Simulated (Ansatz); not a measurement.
**A run on Ga3Se that went wrong**

Someone meant to compute Ga3Se with PBE, plane waves and PAW in Ansatz and wrote this input.

```yaml
crystal:
  lattice:
    - [4.432465, 0.0, 0.0]
    - [0.0, 4.432465, 0.0]
    - [0.0, 0.0, 4.432465]
  atoms:
    - { symbol: Ga, position: [0.0119714092, 0.5038992226, 0.5405547267] }
    - { symbol: Ga, position: [0.5330840062, -0.0134847446, 0.5375262365] }
    - { symbol: Ga, position: [0.5021233845, 0.5324579624, 0.0144667868] }
    - { symbol: Se, position: [-0.0248148425, 0.019375256, 0.0078270722] }
basis:
  ecutwfc: 420
kpoints:
  mp_grid: { grid: [6, 6, 6] }
hamiltonian:
  xc: pbe
scf:
  occupations: { method: gaussian, width: 0.1 }
output:
  forces: true
  stress: true
  eigenvalues: true
relax:
  adjacent_minimum: "off"
  f_tol: 0.005
  max_steps: 2
  cell: { stress_tol: 0.05 }
```

Command:

```bash
ansatz run input.yaml --threads 1 --pin off --max-ram 2560MiB --backend cpu --events-out ev --progress --plain --runs-dir out
```

The program printed (HF is the Harris–Foulkes energy, dr2 the density residual in eV):

```text
Bands: 33, of which v1, the nominal top of the filled ones, is band 28 counted from 1 (27 counted from 0)
Symmetry: 1 space group operations
Space group: P1 (ITA 1), of the structure as read, at distance tolerance 4.4e-5 Å
k-points: 112 of 216 (time reversal used)
Initial density: superposition of atomic densities, corrected by the library's trained network
SCF iter   1: HF=-16818.280718 eV  Δρ=9.32e-4  dr2=9.43e-4
SCF iter   2: HF=-16818.279555 eV  Δρ=5.80e-4  dr2=4.30e-4
SCF iter   3: HF=-16818.279617 eV  Δρ=3.34e-4  dr2=1.57e-4
SCF iter   4: HF=-16818.279609 eV  Δρ=1.34e-4  dr2=2.05e-5
   ...
SCF 1 converged in 7 iterations: F = -16818.279613 eV  dr2 = 6.91e-8
relax step   1: F+E_penalty+E_count = -16818.27961323 eV  Δ(F+E_penalty+E_count) = +0.000e0 eV  max|allowed force component| = 2.399e-1 eV/Å  Δτ_max = 0.0000 Å  P = +0.032 GPa  Ω = 87.084 Å³  (7 SCF iters, dr2 threshold 1.00e-7 eV, accepted)
Crystal: 4 atoms, lattice volume = 86.303 Å³
Initial density: handed on by an earlier stage of this run
SCF iter  10: HF=-16818.318201 eV  Δρ=4.64e-7  dr2=2.13e-10
SCF iter  11: HF=-16818.318201 eV  Δρ=1.90e-7  dr2=4.75e-11
SCF iter  12: F=-16818.318201 eV  HF=-16818.318201 eV  Δρ=4.70e-8  dr2=3.13e-12
SCF 2 converged in 12 iterations: F = -16818.318201 eV  dr2 = 3.13e-12
relax step   2: F+E_penalty+E_count = -16818.31820143 eV  Δ(F+E_penalty+E_count) = -3.859e-2 eV  max|allowed force component| = 9.620e-2 eV/Å  Δτ_max = 0.0598 Å  P = -0.009 GPa  Ω = 86.303 Å³  energy of the carried Pulay correction = +1.429e-4 eV  (12 SCF iters, accepted)
Step failed. What follows is not a result of the run: it is the report of the last solve that finished, which converged after 12 SCF iterations.
Free energy (F): -16818.318201 eV
E sigma→0 (E₀):  -16818.314098 eV
Entropy (-TS):   -0.008208 eV (-2.052 meV/atom)
Fermi energy:    8.795225 eV
--- Forces (eV/Å), atoms counted from 1 ---
  atom   1  Ga     0.06228073    -0.03005079    -0.07475998
  atom   2  Ga    -0.08301080     0.07350802    -0.07892759
  atom   3  Ga    -0.01927357    -0.08665479     0.09619703
  atom   4  Se     0.04000344     0.04319753     0.05749025
--- Stress (GPa, compression-positive) ---
       -0.088064       0.279456       0.000288
        0.279456      -0.072589      -0.017390
        0.000288      -0.017390       0.044813
  P = ⅓ Tr σ = -0.0386 GPa (-0.386 kbar)
```

Task: Which fault does the input hold?
A. Fixed occupations on a metal
B. Plain mixing at a large step in a long cell
C. A relaxation cut at too few steps
D. An unconverged density accepted at the iteration limit
E. Cartesian positions typed as fractional ones

Result: C. Forces or stress still stood over their tolerances at the last step allowed. The cure is more steps.

Fix:

```diff
 relax:
-  max_steps: 2
+  max_steps: 100
```

With the mended input the run converges and gives no gap, a pressure of 0.00 GPa.

Time of the mended run: 8.9 min on 1 thread of Arm Neoverse V2, on a shared host, peak memory 0.49 GiB.